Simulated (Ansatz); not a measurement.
Computed with Ansatz (plane waves, PAW, 420 eV cutoff): PBEsol, scalar-relativistic, no spin polarisation, 8×8×8 k-mesh, Gaussian smearing of 0.05 eV. The datasets are Ansatz's generated set soft_2.

A compound XSb has these computed properties.

```
Space group                                           : P-6m2 (No. 187)
Conventional cell                                     : a = 4.420 Å, b = 4.420 Å, c = 4.056 Å, α = 90.00°, β = 90.00°, γ = 120.00°
Volume                                                : 34.32 Å³/atom
Band gap                                              : zero (semimetal)
Density of states at the Fermi level                  : about 0.009 states/(eV·atom) (so small a value isn't resolved on this mesh)
f electrons (orthogonalised atomic orbitals)          : X 0.20
Formation energy from the elements (0 K, uncorrected) : -1.03 eV/atom
Bulk modulus (Birch–Murnaghan)                        : 52 GPa
Pressure derivative B0′                               : 4.0
```

Sites: X on 1a, Sb on 1f.

**Question.** Which element is X?
A. Pr
B. Ba
C. La
D. Cs

**Answer.** C. X is La, so the compound is LaSb.

This is a trial structure; measured cells of the compound in the Crystallography Open Database are in space group Fm-3m (rock salt).

For elements this heavy, spin–orbit coupling would shift levels and gaps; it isn't included here.
